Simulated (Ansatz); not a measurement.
Au:
```
CELL_PARAMETERS angstrom
      0.00000     2.06195     2.06195
      2.06195     0.00000     2.06195
      2.06195     2.06195     0.00000
ATOMIC_POSITIONS crystal
  Au 0.00000 0.00000 0.00000
```

Relaxed with r²SCAN.

Question: Map the electron localisation function on the plane through (0.000, 0.000, 0.000) spanned by u = [1, 1, 0] and v = [1, -1, 0] in lattice vectors, from r²SCAN (plane waves, PAW; program Ansatz).

Answer: x is the fraction of u, y of v (the angle between them is 90°; rows are the nearest grid lines); atoms in the plane: Au at (0.00, 0.00), Au at (0.50, 0.50).
```
|98644200000000000000244689|
|87543200000000000000234578|
|66543100000111100000134566|
|55442100012233221000124455|
|44321000123444432100012344|
|33210000134455443100001233|
|11100001244566544210000111|
|00000001345688654310000000|
|00000001345799754310000000|
|00000001345688654310000000|
|11100001244566544210000111|
|33210000134455443100001233|
|44321000123444432100012344|
|55442100012233221000124455|
|66543100000111100000134566|
|87543200000000000000234578|
|98644200000000000000244689|
```
Scale: ten equal steps from 0.178 (start of '0') to 0.862 (end of '9'), in the order '0123456789'; x runs from 0.000 to 1.00, y from 0.000 (bottom) to 1.00 (top).

The density is the valence pseudo-density with augmentation charge, so density and ELF within about 1 Å of a nucleus are not all-electron values.

Space group Fm-3m (fcc (Cu type)). The r²SCAN relaxation kept the symmetry of its start. Spin–orbit coupling is left out wherever it is not named.

Potentials: the earlier of the program's two PAW sets.
